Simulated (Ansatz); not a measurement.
Al:
```yaml
crystal:
  lattice:
    - [0.00000, 2.01979, 2.01979]
    - [2.01979, 0.00000, 2.01979]
    - [2.01979, 2.01979, 0.00000]
  atoms:
    - { symbol: Al, position: [0.00000, 0.00000, 0.00000] }
```

Relaxed with PBE.

Which orbitals make up the states near the Fermi level in plane-wave PAW PBE (Ansatz code)?

Within 0.5 eV of the Fermi level: Al 3p 64 %, Al 3s 31 %, outside the projected shells 6 %. Projections are on Löwdin-orthogonalised atomic valence shells; empty p or d shells of many metals are not among them.

Tabulate the density of states.

States/eV per cell of 1 atom, in 0.25 eV bins, energy from the Fermi level.

| E (eV) | total | Al 3p | Al 3s |
|---|---|---|---|
| -7.85 | 0.21 | 0.15 | 0.07 |
| -7.60 | 0.22 | 0.15 | 0.07 |
| -7.35 | 0.23 | 0.16 | 0.07 |
| -7.10 | 0.24 | 0.16 | 0.07 |
| -6.85 | 0.25 | 0.17 | 0.08 |
| -6.60 | 0.26 | 0.18 | 0.08 |
| -6.35 | 0.26 | 0.18 | 0.08 |
| -6.10 | 0.27 | 0.19 | 0.08 |
| -5.85 | 0.28 | 0.19 | 0.09 |
| -5.60 | 0.29 | 0.20 | 0.09 |
| -5.35 | 0.29 | 0.20 | 0.09 |
| -5.10 | 0.30 | 0.21 | 0.09 |
| -4.85 | 0.32 | 0.23 | 0.09 |
| -4.60 | 0.32 | 0.24 | 0.09 |
| -4.35 | 0.31 | 0.23 | 0.08 |
| -4.10 | 0.31 | 0.23 | 0.09 |
| -3.85 | 0.34 | 0.23 | 0.10 |
| -3.60 | 0.34 | 0.24 | 0.10 |
| -3.35 | 0.36 | 0.25 | 0.10 |
| -3.10 | 0.37 | 0.27 | 0.10 |
| -2.85 | 0.39 | 0.28 | 0.10 |
| -2.60 | 0.38 | 0.28 | 0.10 |
| -2.35 | 0.37 | 0.26 | 0.10 |
| -2.10 | 0.35 | 0.25 | 0.09 |
| -1.85 | 0.33 | 0.23 | 0.09 |
| -1.60 | 0.36 | 0.26 | 0.09 |
| -1.35 | 0.37 | 0.25 | 0.11 |
| -1.10 | 0.39 | 0.26 | 0.11 |
| -0.85 | 0.41 | 0.28 | 0.12 |
| -0.60 | 0.39 | 0.27 | 0.11 |
| -0.35 | 0.37 | 0.25 | 0.10 |
| -0.10 | 0.37 | 0.23 | 0.12 |
| 0.15 | 0.41 | 0.26 | 0.13 |
| 0.40 | 0.44 | 0.27 | 0.13 |
| 0.65 | 0.42 | 0.26 | 0.13 |
| 0.90 | 0.42 | 0.27 | 0.13 |
| 1.15 | 0.42 | 0.26 | 0.12 |
| 1.40 | 0.43 | 0.27 | 0.13 |
| 1.65 | 0.44 | 0.27 | 0.13 |
| 1.90 | 0.44 | 0.27 | 0.13 |
| 2.15 | 0.45 | 0.27 | 0.13 |
| 2.40 | 0.46 | 0.28 | 0.13 |
| 2.65 | 0.46 | 0.28 | 0.13 |
| 2.90 | 0.46 | 0.28 | 0.13 |
| 3.15 | 0.47 | 0.29 | 0.13 |
| 3.40 | 0.48 | 0.29 | 0.13 |
| 3.65 | 0.48 | 0.29 | 0.12 |
| 3.90 | 0.49 | 0.30 | 0.12 |
| 4.15 | 0.50 | 0.31 | 0.12 |
| 4.40 | 0.51 | 0.31 | 0.12 |
| 4.65 | 0.51 | 0.32 | 0.11 |

Space group Fm-3m (fcc (Cu type)). Symmetry was held in the PBE relaxation.

Potentials: the earlier of the program's two PAW sets.
